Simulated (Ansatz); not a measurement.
# Ti5Si (R32): electronic heat capacity and spin susceptibility from the density of states

Theory: DFT PBE, scalar-relativistic, plane waves, PAW in Ansatz.

Settings: cutoff 420 eV, Γ-centred mesh 12×12×12 on the computed 6-atom cell, Gaussian smearing of 0.10 eV; no spin polarisation.

Relaxed cell: R32, a = 5.048 Å, b = 5.048 Å, c = 13.315 Å, α = 90.00°, β = 90.00°, γ = 120.00°, 6 atoms in the primitive cell. Whether it is the stable form of this composition wasn't checked.

The density of states at the Fermi level is 4.845 states/eV in the cell of 6 atoms (1 formula unit; both spins, tetrahedra on a 18×18×18 mesh).

Problem. What Sommerfeld coefficient and Pauli susceptibility does this give?

Solution. Per formula unit N(E_F) = 4.845 states/eV. γ = (π²/3) k_B² N(E_F) N_A = 2.357 mJ/(mol K²) per state/eV, so γ = 11.4 mJ/(mol K²), a mole of formula units. χ_P = μ_B² N(E_F) N_A = 3.23×10⁻⁵ emu/mol per state/eV gives 15.7×10⁻⁵ emu/mol. This is the bare band result: a measured γ of the same phase is as a rule larger by a factor 1 + λ from phonons and spin fluctuations, the spin part of χ is larger by the Stoner factor, and a measured χ also holds orbital and core terms. N(E_F) at one energy is sensitive to the mesh where the density of states has sharp peaks.